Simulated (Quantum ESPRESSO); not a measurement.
Ga4Mo4, one composition in several site orders

Simulated, not a measurement. The program is pw.x of Quantum ESPRESSO 7.5 (plane-wave density functional theory). The cell is made up: eight metal atoms on a hexagonal close-packed lattice, with elements, volume, strain and displacements drawn at random and not relaxed, so it may be unstable or far from any real phase. PseudoDojo standard norm-conserving files set the functional (PBE unless stated); there is no spin polarisation or spin-orbit coupling, the Fermi-Dirac width of 0.25 eV means electrons at about 2900 K, and the masses in the input are unused placeholders. A spin test at this wide smearing found no moment, but such smearing suppresses magnetism that the real alloy may have.

The runs put one composition on the sites in different orders. Cell, positions, cutoff, mesh and smearing stay as in the input of run 1; sites are counted in its order. Stress in the tables is positive in tension.

Input of run 1:

```
&control calculation='scf', pseudo_dir='./dojo.nc.sr.pbe.v0_5.standard.upf', outdir='./o', disk_io='minimal', tprnfor=.true., tstress=.true. /
&system ibrav=0, nat=8, ntyp=2, nbnd=67, ecutwfc=79.96652505, nosym=.true., tot_charge=0,
 occupations='smearing', smearing='fd', degauss=0.0183746611
/
&electrons conv_thr=1.470e-08, electron_maxstep=70, mixing_beta=0.5 /
ATOMIC_SPECIES
Ga 1.0 Ga.upf
Mo 1.0 Mo.upf
CELL_PARAMETERS angstrom
0.0246 5.0342 0.0341
2.8814 0.0458 4.6236
2.8719 -0.0174 -4.6177
ATOMIC_POSITIONS angstrom
Ga -0.1306 0.0416 -0.0373
Ga 2.7836 0.0009 -0.1122
Ga 2.9613 1.6953 -2.4065
Mo 2.7939 1.7074 2.2569
Mo 1.4854 2.4653 0.0133
Ga 4.3656 2.497 0.2096
Mo 1.5056 4.1573 -2.2031
Mo 1.5351 4.1233 2.2895
K_POINTS automatic
5 5 5 1 1 1
```

| run | elements on sites 1 to 8 | free energy less that of run 1 (eV) | -TS (eV) | pressure (GPa) | stress xx (GPa) | stress yy (GPa) | stress zz (GPa) | stress yz (GPa) | stress xz (GPa) | stress xy (GPa) | iterations |
| --- | --- | --- | --- | --- | --- | --- | --- | --- | --- | --- | --- |
| 1 | Ga Ga Ga Mo Mo Ga Mo Mo | 0.000 | -1.356 | -8.17 | 7.75 | 8.52 | 8.25 | 0.22 | -1.46 | -0.67 | 13 |
| 2 | Mo Ga Mo Mo Ga Mo Ga Ga | -0.004 | -1.285 | -7.80 | 9.45 | 10.04 | 3.89 | -0.09 | -0.35 | 1.02 | 15 |
| 3 | Mo Mo Ga Ga Ga Mo Mo Ga | 0.019 | -1.318 | -8.14 | 9.87 | 7.34 | 7.22 | 0.65 | -0.32 | 0.58 | 13 |
| 4 | Ga Mo Mo Ga Mo Ga Ga Mo | 0.185 | -1.450 | -7.35 | 8.69 | 8.85 | 4.52 | 0.48 | 2.22 | 0.35 | 13 |
| 5 | Ga Mo Mo Ga Ga Mo Ga Mo | 0.076 | -1.411 | -7.93 | 9.25 | 7.31 | 7.22 | 4.03 | -1.05 | -0.70 | 13 |

Forces Fx Fy Fz (eV/Å):

```
site             run 1              run 2              run 3              run 4             run 5
   1  0.50 -0.58 -0.15    0.04 -0.51 0.27    0.39 -0.08 0.41    0.49 -0.35 0.18  -0.01 -0.51 0.18
   2   0.12 -0.23 0.81     0.68 0.37 0.41    0.29 -0.04 0.35     0.41 0.37 1.29   0.55 -0.05 0.76
   3  -0.53 -0.33 0.95   -0.06 -0.61 0.37   -0.53 -0.49 1.11   -0.06 -0.20 0.42   -0.49 0.00 0.50
   4   0.74 -0.14 0.16    0.29 -0.48 0.60    0.75 -0.47 0.62    0.54 -0.47 0.33   0.24 -0.46 0.28
   5  -0.05 0.44 -0.62  -0.28 -0.02 -0.70   -0.07 0.22 -0.84  -0.24 -0.21 -1.15   0.38 0.30 -0.38
   6  -0.17 0.50 -0.98   -0.23 0.36 -0.79  -0.52 -0.08 -1.60   -0.76 0.42 -1.31  -0.33 0.12 -0.39
   7  -0.13 0.17 -0.53   -0.27 0.25 -0.56   -0.01 0.33 -0.51   -0.09 0.14 -0.33  -0.03 0.19 -0.64
   8   -0.48 0.18 0.36    -0.16 0.64 0.40    -0.30 0.62 0.46    -0.29 0.31 0.57  -0.31 0.42 -0.31
```

The sites are displaced and not relaxed, so the energy differences mix bonding between neighbours with strain and are not ordering energies. A rerun of one cell of this series at a higher cutoff and on a denser mesh moved values by no more than 0.003 eV in energy, 0.08 GPa in stress and 0.005 eV/Å in force, and a second program with other atomic files agreed on that cell to 2 % rms in force and 0.5 GPa in pressure.